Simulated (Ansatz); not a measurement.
MnIr (P4/mmm): energy against the cell's spin moment

Geometry: a structure as deposited in COD; nothing is relaxed.

Common settings: PBEsol, 14×14×11 k mesh, Fermi–Dirac smearing of 0.03 eV. PAW means Ansatz 0.2.0 on its default frozen-core files; LAPW is all-electron LAPW in Ansatz 0.2.0. Site moments are integrated in spheres about the atoms, whose radii differ between the methods.

The reference run was typed so:

```yaml
crystal:
  lattice:
    - [2.7258966415, 0.0, 0.0]
    - [0.0, 2.7258966415, 0.0]
    - [0.0, 0.0, 3.643]
  atoms:
    - { symbol: Mn, position: [0.5, 0.5, 0.5], spin: 4.0 }
    - { symbol: Ir, position: [0.0, 0.0, 0.0] }
magnetization:
  spin_polarized: true
kpoints:
  mp_grid: { grid: [14, 14, 11] }
scf:
  occupations: { method: fermi_dirac, width: 0.03 }
  lower_state_search: "off"
hamiltonian:
  xc: pbesol
  pseudopotentials: { kind: paw }
output:
  forces: true
  stress: true
  eigenvalues: true
  populations: true
  dos: { projected: true, de: 0.1, e_range: [-8, 5] }
  write_density: true
  write_potential: true
  elf: true
  volumetric_format: npy
```

Command: `ansatz run input.yaml --threads 1 --pin off --max-ram 3072MiB --backend cpu --events-out ev --progress --plain --runs-dir out`

The input for «total moment held at 1.3 μB» by PAW differs from it in these lines, output keys apart:

```diff
-    - { symbol: Mn, position: [0.5, 0.5, 0.5], spin: 4.0 }
+    - { symbol: Mn, position: [0.5, 0.5, 0.5], spin: 1.3 }
+  initial_magnetization: 1.3
+  spin_locking: { lock_magnetization: hard }
```

The input for «total moment held at 1.59 μB» by LAPW differs from it in these lines, output keys apart:

```diff
-    - { symbol: Mn, position: [0.5, 0.5, 0.5], spin: 4.0 }
+    - { symbol: Mn, position: [0.5, 0.5, 0.5], spin: 1.59 }
+  initial_magnetization: 1.59
+  spin_locking: { lock_magnetization: hard }
-  pseudopotentials: { kind: paw }
+  pseudopotentials: { kind: all_electron, lapw: { basis_error: 0.001 } }
```

The total moment M of the cell is held by giving each spin its own Fermi level. Half their difference over μB is the field that would hold M, so μB·B = dF/dM. Energies count from each method's free run. The held moment starts on the atoms that carry the free run's moments.

Question: Does the cell keep a net moment when the moments are free, and how does its energy change with a held moment?

Answer: The free run ends with M = 1.45 μB per cell. 
```tsv
M (μB/cell)	ΔF PAW (meV/cell)	ΔF LAPW (meV/cell)	B, PAW (T)	largest site moment, PAW (μB)	pressure, PAW (GPa)
0.00	+116.2	–	–	0.00	-26.9
0.48	+85.0	+86.7	-2067	0.62	-25.8
0.97	+21.0	+21.1	-1610	1.16	-23.7
1.30	+1.6	+1.6	-449	1.46	-21.8
1.59	+1.2	+1.3	+281	1.71	-20.0
1.81	+6.2	+6.3	+461	1.90	-18.3
2.17	+19.8	–	+615	2.24	-14.9
```

Against an unpolarised PAW run, spin polarisation gains 58.1 meV per atom; the pressure goes from -26.9 to -21.0 GPa, the usual magnetovolume effect: the magnetic state wants the larger volume.

Separate runs put a uniform field on the spins (g = 2):

| field (T) | M PAW (μB/cell) | M LAPW (μB/cell) |
| --- | --- | --- |
| 300 | 1.603 | 1.597 |
| 600 | 1.916 | 1.910 |

The rows needn't lie on one branch: at M = 0 the run is unmagnetised, so slopes across such rows needn't follow B.

The PAW files were made with PBE; the program remakes their cores once for the run's functional and then keeps them frozen. The Ansatz runs typed with the search for lower states off end where their start leads. Spin–orbit coupling is left out although heavy atoms are present. These are results for the start and cell typed. The real compound can order otherwise, in a larger cell, or not at all, since semilocal functionals at zero temperature often overstate magnetism.
